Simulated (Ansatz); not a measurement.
KNbSe₂ in space group P6_3/mmc (No. 194; K on 2a, Se on 4f, Nb on 2b) under volume change, plane-wave PAW r²SCAN (Ansatz code), shape and atoms relaxed at each volume.

```csv
V (Å³/atom),E − E(relaxed) (meV/atom),P (GPa)
20.877,43.9,7.41
21.565,18.4,4.53
22.253,4.4,2.08
22.942,0.0,0.00
23.630,3.8,-1.75
24.318,14.6,-3.22
25.006,31.2,-4.46
```

Q: What does a third-order Birch–Murnaghan fit give for V₀, B₀ and B′?

A: V₀ = 22.94 Å³/atom, B₀ = 63.2 GPa, B′ = 4.6.

The workflow started from an entry of the Crystallography Open Database (COD). Whether it is the stable phase at ambient conditions was not checked. Symmetry was held in the r²SCAN relaxation; whether a distortion lowers the energy is not shown. No spin polarisation was allowed.

Potentials: the later of the program's two PAW sets.
